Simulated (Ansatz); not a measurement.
Space group Fm-3m (No. 225). a = 6.164 Å, b = 6.164 Å, c = 6.164 Å, α = 90.00°, β = 90.00°, γ = 90.00°
```json
{"atom": "Y", "site": "4b", "symmetry": "m-3m", "x": "0.5000", "y": "0.0000", "z": "0.0000"}
{"atom": "Te", "site": "4a", "symmetry": "m-3m", "x": "0.0000", "y": "0.0000", "z": "0.0000"}
```

Equation of state of this YTe structure (not necessarily the ground state), with shape and atoms relaxed at each volume where symmetry leaves them free. It has no gap at any of these volumes. Theory: DFT r2SCAN, scalar-relativistic, plane waves, PAW in Ansatz 0.2.0.

Cutoff 500 eV; k points 12×12×12 on the computed 2-atom cell (Γ-centred); Gaussian smearing, width 0.10 eV; no spin polarisation.

```tsv
V (Å³/atom)	E − E(largest V) (meV/atom)	P (GPa)
25.766	58.18	11.11
26.644	7.06	7.64
27.522	-26.46	4.68
28.401	-45.00	2.16
29.279	-50.77	0.02
30.157	-45.66	-1.81
31.036	-31.27	-3.37
32.207	0.00	-5.10
```

Q: Fit a third-order Birch–Murnaghan equation to E(V).

A: V0 = 29.28 Å³/atom, B0 = 66 GPa, B0' = 4.3.

Spin-orbit coupling is left out, which matters for the bands of heavy elements.

Cost: 8 runs of about 2.4 core-minutes in all, on Arm Neoverse V1 (shared hosts).